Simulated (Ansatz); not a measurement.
Theory: DFT PBE, scalar-relativistic, plane waves, PAW in Ansatz 0.2.0. The final run on the 8-atom cell used 420 eV, a Γ-centred 8×8×8 mesh, 0.02 eV smearing and no spin polarisation.

Formation energies are uncorrected and count from the elements' standard states at the same level.

Question: Find a candidate tetragonal semiconductor that holds S and 2 more elements, with a gap near 1.3 eV, a formation energy near −0.92 eV/atom and a density near 4.34 g/cm³, in a cell of 8 atoms.

Answer: Zn4S3O, space group I-42m (No. 121). Zn has 1 O at 2.04 Å and 3 S at 2.34–2.37 Å; S on a site of symmetry -4 has 4 Zn at 2.34 Å; S on a site of symmetry -42m is surrounded by 4 Zn at 2.37 Å; around O lie 4 Zn at 2.04 Å.

```cif
data_structure
_symmetry_space_group_name_H-M 'I-42m'
_symmetry_Int_Tables_number 121
_cell_length_a 5.2452
_cell_length_b 5.2452
_cell_length_c 10.3991
_cell_angle_alpha 90.000
_cell_angle_beta 90.000
_cell_angle_gamma 90.000
_cell_volume 286.10
loop_
_atom_site_label
_atom_site_type_symbol
_atom_site_symmetry_multiplicity
_atom_site_Wyckoff_symbol
_atom_site_fract_x
_atom_site_fract_y
_atom_site_fract_z
_atom_site_occupancy
Zn1 Zn 8 i 0.27642 0.27642 0.38518 1
S1 S 4 d 0.50000 0.00000 0.25000 1
S2 S 2 b 0.50000 0.50000 0.00000 1
O1 O 2 a 0.00000 0.00000 0.00000 1
```

The volume per atom is 17.88 Å³. The density is 4.34 g/cm³ and the energy over the elements is −0.923 eV/atom. The gap on the 8×8×8 mesh of the 8-atom cell is 1.34 eV.

It was reached by relaxing an invented guess, and it needn't be the stable form of this composition. Other answers may fit too; this one was computed.

Kohn–Sham gaps at this level usually fall short of measured ones. The reference form of S is held partly by dispersion forces, which this level lacks. A later test with randomly moved atoms came back to the same energy, though modes that don't fit the test's cell weren't probed.
